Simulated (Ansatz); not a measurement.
GePdS3:
```yaml
crystal:
  lattice:
    - [7.14700, 1.73178, 0.00000]
    - [-7.14700, 1.73178, 0.00000]
    - [-2.65353, 0.00000, 8.74485]
  atoms:
    - { symbol: Ge, position: [0.08537, 0.91463, 0.30674] }
    - { symbol: Ge, position: [0.91463, 0.08537, 0.69326] }
    - { symbol: Pd, position: [0.38665, 0.61335, 0.02796] }
    - { symbol: Pd, position: [0.61335, 0.38665, 0.97204] }
    - { symbol: S, position: [0.62864, 0.37136, 0.46549] }
    - { symbol: S, position: [0.37136, 0.62864, 0.53451] }
    - { symbol: S, position: [0.17633, 0.82367, 0.14483] }
    - { symbol: S, position: [0.82367, 0.17633, 0.85517] }
    - { symbol: S, position: [0.92306, 0.07694, 0.20693] }
    - { symbol: S, position: [0.07694, 0.92306, 0.79307] }
```

Relaxed with r²SCAN+D4. Special points in fractions of this cell's reciprocal vectors: Γ (0.000, 0.000, 0.000); C (0.266, 0.266, 0.000); C2 (-0.266, 0.734, 0.000); Y2 (-0.500, 0.500, 0.000); M2 (-0.500, 0.500, 0.500); D (-0.259, 0.741, 0.500); D2 (0.259, 0.259, 0.500); A (0.000, 0.000, 0.500); L2 (0.000, 0.500, 0.500); V2 (0.000, 0.500, 0.000).

Task: List the band energies nearest the valence-band maximum at these points for DFT-r²SCAN+D4 with spin–orbit coupling in the program Ansatz with PAW potentials.

Result: In eV from the valence-band maximum; about four levels below and three above (degenerate sets whole), none deeper than 8.9 eV; points with the same levels are listed once.

```
k                     below                above
--  -----------------------  -------------------
Γ   -0.28 -0.28 -0.26 -0.26  2.12 2.12 2.28 2.28
C   -0.91 -0.91 -0.32 -0.32  1.93 1.93 1.97 1.97
Y2  -0.53 -0.53 -0.22 -0.22  2.18 2.18 2.45 2.45
M2  -0.33 -0.33 -0.29 -0.29  2.30 2.30 2.45 2.45
D   -0.84 -0.84 -0.29 -0.29  2.13 2.13 2.22 2.22
A   -0.15 -0.15 -0.02 -0.02  1.83 1.83 2.36 2.36
L2  -0.60 -0.60 -0.51 -0.51  2.15 2.15 2.22 2.22
V2  -0.60 -0.60 -0.55 -0.55  1.95 1.95 1.96 1.96
```

Space group C2/m. The first step of the workflow began from a Materials Project structure, measured or hypothetical; the Crystallography Open Database copy checked does not list it. Whether it is the stable phase at ambient conditions was not checked. Symmetry was held in the r²SCAN+D4 relaxation; whether a distortion lowers the energy is not shown. No spin polarisation was allowed.

Potentials: the later of the program's two PAW sets.
